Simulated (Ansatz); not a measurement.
MgH2:
```cif
data_H4Mg2
_chemical_formula_sum 'Mg2 H4'
_space_group_name_H-M_alt 'P42/mnm'
_space_group_IT_number 136
_space_group_name_Hall '-P 4n 2n'
_cell_length_a 4.48492
_cell_length_b 4.48492
_cell_length_c 2.99660
_cell_angle_alpha 90.000
_cell_angle_beta 90.000
_cell_angle_gamma 90.000
loop_
_atom_site_label
_atom_site_type_symbol
_atom_site_symmetry_multiplicity
_atom_site_Wyckoff_symbol
_atom_site_fract_x
_atom_site_fract_y
_atom_site_fract_z
_atom_site_occupancy
Mg1 Mg 2 a 0.00000 0.00000 0.00000 1
H1 H 4 f 0.30461 0.30461 0.00000 1
```

Relaxed with r²SCAN. DFT-r²SCAN in the program Ansatz with PAW potentials gives a gap of 4.38 eV.

Task: What gap does HSE06 give on the same cell (Ansatz, PAW)?

Result: 4.84 eV, 0.46 eV more. The hybrid was solved on a coarser mesh and at special points; its gap is the smallest among all of these.

| k | v1 r²SCAN | c1 r²SCAN | v1 HSE06 | c1 HSE06 |
|---|---|---|---|---|
| Γ | -0.40 | 5.24 | ___ | ___ |
| Z | -0.11 | 7.16 | -0.10 | 7.69 |
| M | -2.77 | 9.85 | ___ | ___ |
| A | -0.98 | 4.58 | -1.06 | 5.04 |
| R | -1.07 | 5.81 | ___ | ___ |
| X | -0.52 | 5.99 | ___ | ___ |

Task: Top valence (v1) and lowest conduction level (c1) in eV from each method's valence maximum (which need not be a listed point): supply the withheld HSE06 values.

Result: 
- Γ, v1 HSE06: -0.42
- Γ, c1 HSE06: 5.73
- R, v1 HSE06: -1.15
- R, c1 HSE06: 6.34
- X, v1 HSE06: -0.57
- X, c1 HSE06: 6.50
- M, v1 HSE06: -3.01
- M, c1 HSE06: 10.55

Cost on shared cores: the r²SCAN run (SCF on a 6×6×9 mesh, then bands and DOS) around 80 core-seconds (rough), the HSE06 run (SCF on 4×4×5, then a few points) about 90 core-seconds (a rough figure); the tasks are unlike.

Space group P4_2/mnm (rutile). Symmetry was held in the r²SCAN relaxation.

Potentials: the later of the program's two PAW sets.
